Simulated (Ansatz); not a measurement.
ZrSe (CsCl type, Pm-3m) at seven volumes, plane-wave PAW PBEsol (Ansatz code), scaled uniformly. One row is withheld.

| V (Å³/atom) | P (GPa) |
|---|---|
| 16.550 | ? |
| 17.096 | 9.60 |
| 17.642 | 4.41 |
| 18.187 | 0.00 |
| 18.733 | -3.75 |
| 19.279 | -6.94 |
| 19.824 | -9.64 |

Fit the shown pressures and predict the withheld one.

Third-order Birch–Murnaghan: P = (3/2)B₀(x^(7/2) − x^(5/2))[1 + (3/4)(B′ − 4)(x − 1)] with x = (V₀/V)^(2/3). Least squares on the six rows gives V₀ = 18.187 Å³/atom, B₀ = 135.3 GPa, B′ = 4.42. At V = 16.550, x = 1.0649 and P = 15.73 GPa. The run itself gave 15.70 GPa.

The cell is a constructed one: a structure type filled with these elements; neither database checked (COD, Materials Project) lists it. Whether it is the stable phase at ambient conditions was not checked. The PBEsol relaxation kept the symmetry of its start; whether a distortion lowers the energy is not shown. No spin polarisation was allowed.

Potentials: the earlier of the program's two PAW sets. The files were generated under PBE; for other functionals the program regenerates the frozen cores, and for LDA and PBEsol the local potential too.
